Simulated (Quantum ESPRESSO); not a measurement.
Sn3Re4Al, one composition in several site orders

A calculation, not a measurement. The program is pw.x of Quantum ESPRESSO 7.5 (plane-wave density functional theory). The cell is made up: eight metal atoms on a face-centred cubic lattice, with elements, volume, strain and displacements drawn at random and not relaxed, so it may be unstable or far from any real phase. PseudoDojo standard norm-conserving files set the functional (PBE unless stated); there is no spin polarisation or spin-orbit coupling, the Fermi-Dirac width of 0.25 eV means electrons at about 2900 K, and the masses in the input are unused placeholders. The tin pseudopotential is less sure than most, with forces differing by about three percent from a second method on plain tin. Heavy elements are run without spin-orbit coupling, which real alloys of them have. A spin test at this wide smearing found no moment, but such smearing suppresses magnetism that the real alloy may have.

The runs put one composition on the sites in different orders. Cell, positions, cutoff, mesh and smearing stay as in the input of run 1; sites are counted in its order. Stress in the tables is positive in tension.

Input of run 1:

```
&control calculation='scf', pseudo_dir='./dojo.nc.sr.pbe.v0_5.standard.upf', outdir='./o', disk_io='minimal', tprnfor=.true., tstress=.true. /
&system ibrav=0, nat=8, ntyp=3, nbnd=66, ecutwfc=72.02867146, nosym=.true., tot_charge=0,
 occupations='smearing', smearing='fd', degauss=0.0183746611
/
&electrons conv_thr=1.470e-08, electron_maxstep=70, mixing_beta=0.5 /
ATOMIC_SPECIES
Al 1.0 Al.upf
Re 1.0 Re.upf
Sn 1.0 Sn.upf
CELL_PARAMETERS angstrom
2.071 4.142 2.071
2.071 -4.142 2.071
2.071 0.0 -6.2129
ATOMIC_POSITIONS angstrom
Sn -0.0053 -0.0305 -0.0376
Re 2.0395 -1.9814 0.0288
Sn 2.0497 -0.0159 -2.0317
Sn 4.1827 -2.1154 -2.1112
Al 2.0975 0.0608 2.098
Re 2.0737 2.0241 0.0118
Re 4.1049 0.0333 -0.0857
Re 4.1539 2.1342 -2.0049
K_POINTS automatic
5 5 4 1 1 1
```

| run | elements on sites 1 to 8 | free energy less that of run 1 (eV) | -TS (eV) | pressure (GPa) | stress xx (GPa) | stress yy (GPa) | stress zz (GPa) | stress yz (GPa) | stress xz (GPa) | stress xy (GPa) | iterations |
| --- | --- | --- | --- | --- | --- | --- | --- | --- | --- | --- | --- |
| 1 | Sn Re Sn Sn Al Re Re Re | 0.000 | -1.557 | -3.88 | 4.51 | 4.14 | 2.97 | 1.37 | 0.68 | 1.53 | 12 |
| 2 | Sn Re Al Sn Re Sn Re Re | -0.197 | -1.454 | -4.37 | 3.92 | 3.24 | 5.95 | -5.38 | 1.09 | -4.55 | 13 |
| 3 | Sn Sn Re Re Re Al Re Sn | 0.030 | -1.537 | -4.40 | 5.47 | 4.17 | 3.56 | 3.62 | 0.88 | 3.10 | 12 |
| 4 | Re Sn Re Sn Al Sn Re Re | -0.032 | -1.536 | -4.18 | 2.17 | 5.20 | 5.18 | 1.71 | -0.24 | 1.75 | 13 |
| 5 | Re Re Re Al Sn Re Sn Sn | -0.578 | -1.499 | -4.36 | 5.60 | 1.61 | 5.85 | 0.54 | -0.07 | 0.01 | 13 |
| 6 | Sn Al Sn Re Re Re Re Sn | -0.313 | -1.449 | -4.22 | 4.87 | 3.43 | 4.35 | 2.37 | 1.05 | 2.95 | 13 |

Forces Fx Fy Fz (eV/Å):

| site | run 1 | run 2 | run 3 | run 4 | run 5 | run 6 |
| --- | --- | --- | --- | --- | --- | --- |
| 1 | -0.27 0.30 0.23 | -0.28 0.39 0.19 | -0.62 0.54 0.17 | -0.56 0.18 -0.15 | 0.74 0.03 -0.87 | -0.52 0.35 0.22 |
| 2 | -0.17 -0.54 0.77 | 0.03 -0.23 0.48 | 2.08 -0.82 -1.57 | 0.13 -0.57 0.54 | 0.55 -0.41 -0.41 | 0.75 -0.59 -0.24 |
| 3 | -0.14 0.30 -0.55 | 0.65 0.05 -0.90 | 0.37 0.38 -0.57 | 0.13 0.16 -0.46 | -1.01 0.15 0.51 | 0.37 0.60 -0.93 |
| 4 | -0.56 0.18 0.64 | -1.82 0.19 1.97 | 0.00 -0.22 0.43 | -0.77 0.18 0.90 | -0.06 0.16 0.23 | -0.13 -0.17 0.52 |
| 5 | 0.96 -0.18 -1.25 | 0.30 -0.45 -0.51 | 0.15 0.20 0.05 | -0.33 -0.41 0.78 | 0.43 -0.29 -0.25 | 0.63 0.11 -1.16 |
| 6 | 0.42 0.34 -0.64 | 1.07 0.48 -1.57 | -0.08 0.07 -0.12 | 0.96 0.48 -1.40 | -0.60 0.72 0.20 | -0.72 0.20 0.85 |
| 7 | -0.45 -0.30 1.00 | 0.25 -0.26 0.33 | -0.52 -0.03 0.64 | 0.63 -0.26 -0.27 | 0.07 -0.49 1.12 | 0.00 -0.17 1.00 |
| 8 | 0.21 -0.11 -0.21 | -0.20 -0.17 0.01 | -1.39 -0.12 0.96 | -0.19 0.24 0.07 | -0.13 0.14 -0.53 | -0.41 -0.33 -0.26 |

The sites are displaced and not relaxed, so the energy differences mix bonding between neighbours with strain and are not ordering energies. A rerun of one cell of this series at a higher cutoff and on a denser mesh moved values by no more than 0.006 eV in energy, 0.04 GPa in stress and 0.008 eV/Å in force, and a second program with other atomic files agreed on that cell to 2 % rms in force and 0.5 GPa in pressure.